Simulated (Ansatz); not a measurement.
A trial cell of Be was relaxed with r2SCAN (plane waves to 500 eV, PAW, scalar-relativistic; Ansatz, a first-principles code).

Before: P-3m1 (No. 164), hP2; a = 2.959 Å, b = 2.959 Å, c = 2.453 Å, α = 90.00°, β = 90.00°, γ = 120.00°.

After relaxation:

Simulated powder pattern, neutron, λ = 1.5401 Å (kinematic, ideal powder, no thermal factors, coherent scattering alone; the 24 strongest lines at most, above 1 %, up to 2θ = 90°):

| 2θ (°) | I/Imax (%) |
|---|---|
| 33.08 | 37 |
| 51.64 | 100 |
| 59.09 | 54 |
| 69.42 | 11 |
| 82.29 | 52 |
| 82.49 | 12 |

Problem. Identify the relaxed structure from its pattern: crystal system, space group and cell.

Solution. Hexagonal, P6₃/mmc (No. 194), hP2; a = 3.1231 Å, b = 3.1231 Å, c = 2.3360 Å, α = 90.00°, β = 90.00°, γ = 120.00°. Sites: Be 2d (0.667, 0.333, 0.250).

Problem. Index the strongest lines.

Solution. 33.08° (1 0 -1 0), 51.64° (1 0 -1 1), 59.09° (1 1 -2 0), 82.29° (2 0 -2 1), 82.49° (0002).

No spin polarisation in the result.

The run could not lose the symmetry of its start.
